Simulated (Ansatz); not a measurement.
A free-standing 1T monolayer of OsBr2 at its r2SCAN geometry, run in Ansatz at 3 levels of theory. Non-magnetic throughout. Whether this structure exists isn't addressed.

The PBE+SOC input:
```yaml
crystal:
  lattice:
    - [3.7935430129, 0.0, 0.0]
    - [-1.8967715064, 3.2853046196, 0.0]
    - [0.0, 0.0, 30.1507204936]
  atoms:
    - { symbol: Os, position: [0.0, 0.0, 0.2985003294] }
    - { symbol: Br, position: [0.3333333333, 0.6666666667, 0.341072971] }
    - { symbol: Br, position: [0.6666666667, 0.3333333333, 0.2559276879] }
  periodic: [true, true, false]
kpoints:
  mp_grid: { grid: [12, 12, 1] }
  band_path:
    path:
      - [0.0, 0.0, 0.0]
      - [0.5, 0.0, 0.0]
      - [0.3333333333, 0.3333333333, 0.0]
      - [0.0, 0.234375, 0.0]
      - [0.0, 0.229167, 0.0]
      - [0.0, 0.25, 0.0]
    npoints: 1
hamiltonian:
  xc: pbe
scf:
  occupations: { method: fermi_dirac, width: 0.02 }
  n_extra_bands: 8
magnetization:
  noncollinear: true
  spin_orbit: true
output:
  forces: true
  stress: true
  eigenvalues: true
```

Main results, then, where recorded, the levels near the gap in eV from the Fermi energy (columns number the bands from 0), one row a point of the path (Γ, M, K, Γ–M (0.47), Γ–M (0.46), Γ–M (0.50)):
```
Crystal: 3 atoms, lattice volume = 375.767 Å³
Symmetry: 12 space group operations + 12 with time reversal
Magnetic group: BNS 164.86 (UNI 1316)
```
```
Basis set: ecut = 420 eV, 7349 PW (Γ)
k-points: 19 of 144
SCF converged after 9 iterations
Free energy (F): -16979.831070 eV
Fermi energy:    -3.635251 eV
--- Forces (eV/Å), atoms counted from 1 ---
  atom   1  Os      0.00000      0.00000      0.00000
  atom   2  Br      0.00000      0.00000      0.06712
  atom   3  Br      0.00000      0.00000    -0.06712
--- 2D stress c σ (N/m, compression-positive) ---
        1.316241       0.000000       0.000000
        0.000000       1.316241       0.000000
        0.000000       0.000000       0.000000
  P = ½ c Tr σ = 1.3162 N/m
```
```tsv
band_24	band_25	band_26	band_27	band_28	band_29	band_30	band_31	band_32	band_33	band_34	band_35
-2.220	-2.220	-2.073	-2.073	-1.054	-1.054	1.492	1.492	1.608	1.608	2.085	2.085
-2.162	-2.162	-1.446	-1.446	-1.001	-1.001	1.456	1.456	1.597	1.597	3.327	3.327
-1.791	-1.791	-1.213	-1.213	-0.685	-0.685	0.997	0.997	1.083	1.083	4.396	4.396
-2.031	-2.031	-1.418	-1.418	-0.603	-0.603	0.576	0.576	1.239	1.239	3.452	3.452
-2.028	-2.028	-1.430	-1.430	-0.604	-0.604	0.574	0.574	1.241	1.241	3.411	3.411
-2.039	-2.039	-1.387	-1.387	-0.603	-0.603	0.593	0.593	1.237	1.238	3.545	3.545
```

With PBE+SOC the valence top lies at Γ–M (0.47 of the way from Γ) and the conduction bottom at Γ–M (0.46 of the way from Γ), 1.176 eV higher; the smallest vertical gap, at Γ–M (0.46 of the way from Γ), is 1.178 eV. Least and direct gap differ so little that the kind isn't settled.

Q: In the first input these blocks are replaced (the band path and keys that only write files left aside):
```yaml
kpoints:
  mp_grid: { grid: [6, 6, 1] }
hamiltonian:
  xc: hse06
scf:
  occupations: { method: fixed }
  n_extra_bands: 4
```
(magnetization left out)
What comes out?

A:
```
Basis set: ecut = 420 eV, 7349 PW (Γ)
k-points: 7 of 36
Exchange kernel: α = 0.2500, screened, ω = 0.2079 Å⁻¹, Wigner–Seitz truncation, v(0) = 1046.6099 eV·Å³, q-mesh 6×6×1
hybrid outer 1: dexx = +3.959e-2 eV, tail = 1.00e-4 eV
hybrid outer 2: dexx = +4.865e-6 eV, tail = 5.29e-8 eV, Δε = 2.86e-3 eV, ΔF = 2.92e-3 eV/Å
hybrid SCF converged: 2 outer / 14 inner (+4 warm-up)
Free energy (F): -16955.469042 eV
Fermi energy:    -5.333328 eV
--- Forces (eV/Å), atoms counted from 1 ---
  atom   1  Os      0.00000      0.00000      0.00000
  atom   2  Br      0.00000      0.00000    -0.14432
  atom   3  Br      0.00000      0.00000      0.14432
--- 2D stress c σ (N/m, compression-positive) ---
       -0.635950       0.000000       0.000000
        0.000000      -0.635950       0.000000
        0.000000       0.000000       0.000000
  P = ½ c Tr σ = -0.6359 N/m
```
```tsv
band_12	band_13	band_14	band_15	band_16	band_17
-1.356	-1.356	-0.351	3.756	3.756	4.121
-1.259	-0.582	-0.569	3.755	3.855	5.454
-1.095	-0.234	-0.234	3.297	3.297	6.723
-1.192	-0.601	0.053	2.717	3.486	5.409
-1.191	-0.613	0.055	2.714	3.486	5.375
-1.197	-0.569	0.043	2.740	3.488	5.493
```
With HSE06 the gap is 2.66 eV and direct, at Γ–M (0.46 of the way from Γ). With the atoms held, the mean in-plane stress is -0.6 N/m (compression positive). (The program warns that its thresholds are loose for a hybrid's stress.)

Q: Another run on the same cell gave
```
Basis set: ecut = 420 eV, 7349 PW (Γ)
k-points: 7 of 36
hybrid outer 1: dexx = +3.794e-2 eV, tail = 9.74e-5 eV
hybrid outer 2: dexx = +6.127e-6 eV, tail = 1.12e-7 eV, Δε = 6.07e-3 eV
hybrid SCF converged: 2 outer / 11 inner (+6 warm-up)
Free energy (F): -16962.755516 eV
Fermi energy:    -5.239744 eV
```
```tsv
band_24	band_25	band_26	band_27	band_28	band_29	band_30	band_31	band_32	band_33	band_34	band_35
-1.721	-1.721	-1.436	-1.436	-0.329	-0.329	3.590	3.590	3.759	3.759	4.022	4.022
-1.557	-1.557	-0.917	-0.917	-0.411	-0.411	3.638	3.638	3.864	3.864	5.344	5.344
-1.332	-1.332	-0.660	-0.660	-0.063	-0.063	3.199	3.199	3.308	3.308	6.599	6.599
-1.402	-1.402	-0.857	-0.857	0.052	0.052	2.677	2.677	3.417	3.417	5.296	5.296
-1.400	-1.400	-0.867	-0.867	0.053	0.053	2.672	2.672	3.418	3.418	5.263	5.263
-1.408	-1.408	-0.832	-0.832	0.044	0.044	2.703	2.703	3.419	3.419	5.373	5.373
```
Which level of theory and mesh gave it?

A: It is HSE06+SOC, judged by the exchange loop and the size of the gap (a near hybrid could fit too), on 6×6×1; the blocks that differ from the first input, but for the band path:
```yaml
kpoints:
  mp_grid: { grid: [6, 6, 1] }
hamiltonian:
  xc: hse06
scf:
  occupations: { method: fixed }
  n_extra_bands: 8
output:
  eigenvalues: true
```
HSE06+SOC gives a direct gap of 2.62 eV at Γ–M (0.46 of the way from Γ).

Small level splittings and stresses of the hybrids carry the error of their coarser meshes.

Totals of different functionals, or with and without spin-orbit coupling, can't be compared.

Only the levels marked +SOC include spin-orbit coupling.

The meshes of the hybrids are coarse, so their gaps aren't converged to the digits shown.

For some runs the program warns that the potential is rough where the density is thin, which bears on empty states near the vacuum.
